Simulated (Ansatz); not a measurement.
CoSi in space group P2_13 (No. 198; Co on 4a, Si on 4a) under volume change, plane-wave PAW PBEsol (Ansatz code), shape and atoms relaxed at each volume.

| V (Å³/atom) | E − E(relaxed) (meV/atom) | P (GPa) |
|---|---|---|
| 9.597 | … | … |
| 9.913 | … | … |
| 10.230 | 7.6 | 7.89 |
| 10.546 | 0.0 | 0.00 |
| 10.863 | 6.8 | -6.64 |
| 11.179 | 25.5 | -12.20 |
| 11.495 | 54.3 | -16.77 |

Question: What belongs in the gaps?

Answer: 
- 9.597, E − E(relaxed) (meV/atom): 76.8
- 9.597, P (GPa): 28.31
- 9.913, E − E(relaxed) (meV/atom): 32.1
- 9.913, P (GPa): 17.25

Question: What does a third-order Birch–Murnaghan fit give for V₀, B₀ and B′?

Answer: V₀ = 10.55 Å³/atom, B₀ = 240 GPa, B′ = 4.8.

The cell was relaxed with PBEsol under the symmetry of its start. No spin polarisation was allowed.

Potentials: the earlier of the program's two PAW sets. The files were generated under PBE; for other functionals the program regenerates the frozen cores, and for LDA and PBEsol the local potential too.
